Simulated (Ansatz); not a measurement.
Input and command of a plane-wave DFT calculation in Ansatz:

```yaml
crystal:
  lattice:
    - [3.0363865737, -1.2895940824, 0.0]
    - [3.0363865737, 1.2895940824, 0.0]
    - [-0.9625100604, 0.0, 3.4282613982]
  atoms:
    - { symbol: Be, position: [0.6097660371, 0.6097660371, 0.3124138764] }
    - { symbol: Be, position: [0.3902339629, 0.3902339629, 0.6875861236] }
    - { symbol: C, position: [0.7042856373, 0.7042856373, 0.8657363519] }
    - { symbol: C, position: [0.2957143627, 0.2957143627, 0.1342636481] }
basis:
  ecutwfc: 420
kpoints:
  mp_grid: { grid: [20, 20, 14] }
hamiltonian:
  xc: pbe
scf:
  occupations: { method: gaussian, width: 0.1 }
output:
  forces: true
  stress: true
  eigenvalues: true
relax:
  adjacent_minimum: "off"
  f_tol: 0.01
  max_steps: 80
  cell: { stress_tol: 0.05 }
```

```bash
ansatz run input.yaml --threads 1 --pin off --max-ram 2560MiB --backend cpu --events-out ev --progress --plain --runs-dir out
```

Processor: Arm Neoverse V2, 1 thread, on a host shared with other jobs.

Task: How long does it run, and how much memory does it take?

Result: About 2.3 min on 1 thread of Arm Neoverse V2, on a shared host, peak memory 0.73 GiB. It solves 10 bands at 1482 k points (the mesh reduced by the symmetry that the task leaves, which can be less than the crystal's) with about 533 plane waves (on the last cell), in 25 SCF iterations over 6 ionic steps.
